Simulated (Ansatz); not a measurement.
An Ansatz (a program for electronic structure) run. Input:

Ansatz 0.2 input:
```yaml
crystal:
  lattice:
    - [4.5883088661, 0.0, 0.0]
    - [0.0, 4.5883088661, 0.0]
    - [0.0, 0.0, 3.2672255661]
  atoms:
    - { symbol: Bi, position: [0.0, 0.5, 0.528111978] }
    - { symbol: Bi, position: [0.5, 0.0, 0.471888022] }
kpoints:
  mp_grid: { grid: [7, 7, 9] }
  band_path:
    path:
      - [[0.0, 0.0, 0.0], [0.0, 0.5, 0.0], [0.5, 0.5, 0.0], [0.0, 0.0, 0.0], [0.0, 0.0, 0.5], [0.0, 0.5, 0.5], [0.5, 0.5, 0.5], [0.0, 0.0, 0.5]]  # Γ-X-M-Γ-Z-R-A-Z
      - [[0.0, 0.5, 0.0], [0.0, 0.5, 0.5]]  # X-R
      - [[0.5, 0.5, 0.0], [0.5, 0.5, 0.5]]  # M-A
    npoints: 8
hamiltonian:
  xc: r2scan
  pseudopotentials: { azcp: { folder: ./paw }, kind: paw_fr }
magnetization: { noncollinear: true, spin_orbit: true }
scf:
  n_extra_bands: 12
  convergence: { dr2_threshold: 0.0000000001 }
  occupations: { method: gaussian, width: 0.05 }
output: { eigenvalues: true }
```

Output (shortened):

```
Pseudopotential: Bi, paw, valence charge 15
Functional definition: r2SCAN
non-collinear run that drives no moment, with spin-orbit …
Crystal: 2 atoms, lattice volume = 68.784 Å³
Basis set: ecut = 500 eV, 1767 PW (Γ), exchange–correlation on 144×144×96 points (64 copies of the dense FFT grid, shifted against one another)
Bands: 42, of which v1, the nominal top of the filled ones, is band 30 counted from 1 (29 counted from 0)
Symmetry: 16 space group operations + 16 with time reversal
k-points: 50 of 441
Projection manifold: j_resolved (fully-relativistic pseudo-atomic orbitals)
iter 1 solved again at ethr=1.30e-4 eV; its pass at ethr=3.10e-3 eV (dr2=3.90e-2 eV) is discarded
SCF iter   1: F=—  HF=-24758.602368 eV  |F-HF|=—  |Δ(HF+E_count)|=         —  Δρ=7.82e-3  dr2=3.91e-2  dr2_τ=1.16e-4  dr2_m=0.00e0 (ungated)  ethr=1.30e-4  |M|=0.00e0 ∫|m|=0.00e0 μB  |m|>n=0.0e0 m-floor=0.0e0 τ_xc=0.0e0  β_m=0.30  ⟨swp⟩=3.0  Hψ=7140  notcnv=0
preconditioner: auto → Resta (q_TF=auto, 2.376 Å⁻¹)
spin=Noncollinear: Resta preconditioning applied to the charge; magnetization (m_x, m_y, m_z) channels mix plain (no charge-response kernel on spin).
SCF iter   2: F=—  HF=-24758.626165 eV  |F-HF|=—  |Δ(HF+E_count)|=   2.38e-2  Δρ=6.24e-3  dr2=2.55e-2  dr2_τ=5.42e-5  dr2_m=0.00e0 (ungated)  ethr=1.30e-4  |M|=0.00e0 ∫|m|=0.00e0 μB  |m|>n=0.0e0 m-floor=0.0e0 τ_xc=0.0e0  β_m=0.55  ⟨swp⟩=2.0  Hψ=1348  notcnv=0
preconditioner: auto → Kerker (q_TF=auto, 2.376 Å⁻¹)
spin=Noncollinear: Kerker preconditioning applied to the charge; magnetization (m_x, m_y, m_z) channels mix plain (no charge-response kernel on spin).
SCF iter   3: F=—  HF=-24758.643909 eV  |F-HF|=—  |Δ(HF+E_count)|=   1.77e-2  Δρ=7.70e-4  dr2=5.33e-4  dr2_τ=5.42e-6  dr2_m=0.00e0 (ungated)  ethr=8.51e-5  |M|=0.00e0 ∫|m|=0.00e0 μB  |m|>n=0.0e0 m-floor=0.0e0 τ_xc=0.0e0  β_m=0.67  ⟨swp⟩=2.1  Hψ=1604  notcnv=0
SCF iter   4: F=—  HF=-24758.644189 eV  |F-HF|=—  |Δ(HF+E_count)|=   2.79e-4  Δρ=1.95e-4  dr2=3.52e-5  dr2_τ=6.81e-8  dr2_m=0.00e0 (ungated)  ethr=1.78e-6  |M|=0.00e0 ∫|m|=0.00e0 μB  |m|>n=0.0e0 m-floor=0.0e0 τ_xc=0.0e0  β_m=0.83  ⟨swp⟩=2.4  Hψ=1273  notcnv=0
SCF iter   5: F=—  HF=-24758.644197 eV  |F-HF|=—  |Δ(HF+E_count)|=   7.89e-6  Δρ=4.81e-5  dr2=1.69e-6  dr2_τ=1.09e-8  dr2_m=0.00e0 (ungated)  ethr=1.17e-7  |M|=0.00e0 ∫|m|=0.00e0 μB  |m|>n=0.0e0 m-floor=0.0e0 τ_xc=0.0e0  β_m=0.92  ⟨swp⟩=2.0  Hψ=1295  notcnv=0
SCF iter   6: F=—  HF=-24758.644201 eV  |F-HF|=—  |Δ(HF+E_count)|=   4.66e-6  Δρ=1.02e-5  dr2=7.13e-8  dr2_τ=3.58e-10  dr2_m=0.00e0 (ungated)  ethr=5.62e-9  |M|=0.00e0 ∫|m|=0.00e0 μB  |m|>n=0.0e0 m-floor=0.0e0 τ_xc=0.0e0  β_m=0.96  ⟨swp⟩=2.0  Hψ=1297  notcnv=0…
SCF iter   7: F=—  HF=-24758.644201 eV  |F-HF|=—  |Δ(HF+E_count)|=   6.96e-8  Δρ=2.05e-6  dr2=2.53e-9  dr2_τ=3.12e-11  dr2_m=0.00e0 (ungated)  ethr=2.38e-10  |M|=0.00e0 ∫|m|=0.00e0 μB  |m|>n=0.0e0 m-floor=0.0e0 τ_xc=0.0e0  β_m=0.98  ⟨swp⟩=3.0  Hψ=1825  notcnv=0
SCF iter   8: F=—  HF=-24758.644201 eV  |F-HF|=—  |Δ(HF+E_count)|=   7.14e-9  Δρ=6.07e-7  dr2=3.37e-10  dr2_τ=1.05e-12  dr2_m=0.00e0 (ungated)  ethr=8.44e-12  |M|=0.00e0 ∫|m|=0.00e0 μB  |m|>n=0.0e0 m-floor=0.0e0 τ_xc=0.0e0  β_m=0.99  ⟨swp⟩=3.0  Hψ=1806  notcnv=0
SCF iter   9: F=-24758.644201 eV  HF=-24758.644201 eV  |F-HF|=3.64e-11  |Δ(HF+E_count)|=  3.38e-10  Δρ=1.57e-7  dr2=2.81e-11  dr2_τ=3.84e-14  dr2_m=0.00e0 (ungated)  ethr=1.00e-12  |M|=0.00e0 ∫|m|=0.00e0 μB  |m|>n=0.0e0 m-floor=0.0e0 τ_xc=0.0e0  ⟨swp⟩=3.3  Hψ=2307  notcnv=0
SCF 1 converged in 9 iterations: F = -24758.644201 eV  dr2 = 2.81e-11
NSCF: frozen V_eff on 75 k-points
SCF converged after 9 iterations
Magnetization: |M| = 0.0000 μB,  M = (+0.0000, +0.0000, +0.0000) μB
Absolute magnetization: 0.0000 μB (∫|m|)
  site 0: m = (+0.0000, +0.0000, +0.0000) μB, |m| = 0.0000 μB  (R = 1.34 Å)
  site 1: m = (+0.0000, +0.0000, +0.0000) μB, |m| = 0.0000 μB  (R = 1.34 Å)
Free energy (F): -24758.644201 eV
Harris-Foulkes:  -24758.644201 eV  (|F-HF|=3.64e-11)
Internal energy: -24758.643147 eV  (E = F + TS)
E sigma→0 (E₀):  -24758.643674 eV
Entropy (-TS):   -0.001055 eV (-0.527 meV/atom)
Fermi energy:    10.021079 eV
--- Per-component energies (eV) ---
  E_band       = -223.748211
  E_kinetic    = 505.638830
  E_local      = -2657.300912  (includes V_loc(G=0)·N_el)
  E_nonlocal   = 820.475571
  E_hartree    = 989.998860
  E_xc         = -281.094567
  E_vxc        = -283.042304  (∫ρ·V_xc dr)
  E_paw        = -21310.408249  (= ΣΔE_a)
  E_vpaw       = -608.367865  (= ΣTr[D̂ρ^β])
  E_aug_tail   = 0.000290  (compensation charges beyond the density's cutoff)
  E_vtau       = 18.850428  (kinetic-family band-sum trace: ∫τ·v_τ [+ j·A + Jᵃ·Aᵃ] dr)
  E_ewald      = -2827.652277
  E_core_change = 1.699307  (= ΣΔE_core)
  E_smearing   = -0.001055  (= −TS)
  E_closure    = 0.000000  (closes the sum)
  Σ components = -24758.644201   (vs F -24758.644201, Δ=0.00e0)
  [band-id]    e_kinetic+e_local+e_nonlocal+2·e_hartree+e_vxc+e_vpaw+e_augmentation_tail+e_vtau = -223.748242   (vs E_band -223.748211, Δ=-3.04e-5)
--- Band table (eV; the first three rows and the last of 50) ---
  k-point 0: bands = ["-15.0802", "-15.0802", "-15.0746", "-15.0746", "-15.0589", "-15.0589", "-14.9900", "-14.9900", "-12.1517", "-12.1517", "-12.1472", "-12.1472", "-12.0940", "-12.0940", "-12.0703", "-12.0703", "-11.9199", "-11.9199", "-11.8869", …
  k-point 1: bands = ["-15.0753", "-15.0753", "-15.0718", "-15.0718", "-15.0520", "-15.0520", "-14.9914", "-14.9914", "-12.1477", "-12.1477", "-12.1363", "-12.1363", "-12.0775", "-12.0775", "-12.0751", "-12.0751", "-11.9272", "-11.9272", "-11.8901", …
  k-point 2: bands = ["-15.0770", "-15.0770", "-15.0517", "-15.0517", "-15.0359", "-15.0359", "-14.9950", "-14.9950", "-12.1499", "-12.1499", "-12.0971", "-12.0971", "-12.0960", "-12.0960", "-12.0249", "-12.0249", "-11.9449", "-11.9449", "-11.8966", …
  k-point 49: bands = ["-15.0558", "-15.0558", "-15.0522", "-15.0522", "-14.9980", "-14.9980", "-14.9962", "-14.9962", "-12.0933", "-12.0933", "-12.0842", "-12.0842", "-12.0708", "-12.0708", "-12.0631", "-12.0631", "-11.9076", "-11.9076", "-11.8990", …
```

Cost: very roughly 110 core-seconds on shared cores.

Space group P4/nmm. The workflow started from a Materials Project entry (that database holds measured and hypothetical structures alike); the Crystallography Open Database copy checked does not list it. It is not the phase usual at ambient conditions (space group No. 166). The r²SCAN relaxation kept the symmetry of its start; of distortions, only those at the zone centre were tested.

Potentials: the earlier of the program's two PAW sets.

Ansatz is a plane-wave DFT program.
